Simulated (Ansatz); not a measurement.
Computed with DFT PBE, scalar-relativistic, plane waves, PAW (Ansatz). Settings: cutoff 420 eV, Γ-centred meshes spaced at most about 0.3 Å⁻¹, and about 0.25 Å⁻¹ or finer for metals (2π included), Gaussian smearing. No spin polarisation in the final relaxations.

These are static total energies at zero pressure.

Two relaxed structures of Al3B2As:

1.

Space group P6/mmm (No. 191). a = 6.137 Å, b = 6.137 Å, c = 2.647 Å, α = 90.00°, β = 90.00°, γ = 120.00°
| atom | site | symmetry | x | y | z |
| --- | --- | --- | --- | --- | --- |
| Al | 3g | mmm | 0.5000 | 0.0000 | 0.5000 |
| B | 2c | -6m2 | 0.3333 | 0.6667 | 0.0000 |
| As | 1a | 6/mmm | 0.0000 | 0.0000 | 0.0000 |

2.

Space group I4/mmm (No. 139). a = 3.837 Å, b = 3.837 Å, c = 12.693 Å, α = 90.00°, β = 90.00°, γ = 90.00°
```
atom  site  symmetry       x       y       z
  Al    4d      -4m2  0.0000  0.5000  0.2500
  Al    2b     4/mmm  0.5000  0.5000  0.0000
   B    4e       4mm  0.5000  0.5000  0.1668
  As    2a     4/mmm  0.0000  0.0000  0.0000
```

Question: Which is lower in energy, and by how much?

Answer: They are level within the accuracy (2 meV/atom apart, with cell 1 the lower in these runs). Cell 1 has space group P6/mmm (No. 191), 14.4 Å³/atom and no gap on its mesh; cell 2 has space group I4/mmm (No. 139), 15.6 Å³/atom and no gap. Counting As or B atoms around Al (for each partner element, those within 1.25 times its shortest distance or 1.15 times the sum of covalent radii, where it is the nearest in units of that sum or under 1.3; a slash parts the counts of unlike sites), cell 1 has Al 4 and cell 2 has Al 4/6. Even the lower one lies +0.42 eV/atom against the reference forms of the elements (uncorrected), so neither is stable at this level. In cell 1, Al is surrounded by 4 B at 2.21 Å; around B lie 6 Al at 2.21 Å and 2 B at 2.65 Å; around As lie 2 As at 2.65 Å. In cell 2, Al on a site of symmetry -4m2 is surrounded by 4 B at 2.19 Å and 4 Al at 2.71 Å; around B lie 5 Al at 2.12–2.19 Å; As has 4 Al at 2.71 Å; 1 more site not described. Both come from invented guesses. A third cell relaxed alike, in C2, lies 0.34 eV/atom below the lower of the two; the I4/mmm cell fell into it when its atoms were moved at random.

For metals, differences of a few meV/atom aren't resolved. Cells relaxed within their symmetry can be saddle points.
